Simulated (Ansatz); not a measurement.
**Property card for SrPd5**

SrPd₅:
Space group P6/mmm (No. 191); a = 5.4108 Å, b = 5.4108 Å, c = 4.3912 Å, α = 90.00°, β = 90.00°, γ = 120.00°

```tsv
atom	site	symmetry	x	y	z
Pd	2c	-6m2	0.3333	0.6667	0.0000
Pd	3g	mmm	0.5000	0.5000	0.5000
Sr	1a	6/mmm	0.0000	0.0000	0.0000
```

Space group P6/mmm (No. 191); conventional cell a = 5.4108 Å, b = 5.4108 Å, c = 4.3912 Å, α = 90.00°, β = 90.00°, γ = 120.00°.

Method: the program Ansatz at the r²SCAN level (PAW). Geometry: relaxed at this level of theory. Other levels are named where they apply.

### Cell and energy

```json
{
 "volume_per_atom": "18.56 Å³",
 "density": "9.24 g/cm³",
 "Formation energy from the elements (no fitted shifts)": "-0.39 eV/atom"
}
```

### Electronic structure

```json
{
  "electronic_character": "metallic (no gap)",
  "Density of states at the Fermi level": "0.92 states/eV per atom (mean over ±0.08 eV)"
}
```

### Mechanics

```json
{
  "Bulk modulus (Birch–Murnaghan fit)": "1190 kbar",
  "Pressure derivative B′": "5.2"
}
```

### Charges

```json
{
 "bader_charges": "Pd -0.30 to -0.28, Sr +1.44 e"
}
```

The workflow started from an entry of the Crystallography Open Database (COD). Its standing as an ambient phase is unchecked. Symmetry was held in the r²SCAN relaxation; whether a distortion lowers the energy is not shown. The run is not spin-polarised. Axis ratios of metals converge slowly with the k-mesh, so a and c are less sure than the volume. The references are the lowest solids computed at this level, not always the standard phases. Spin–orbit coupling is left out wherever it is not named.

Potentials: the later of the program's two PAW sets.
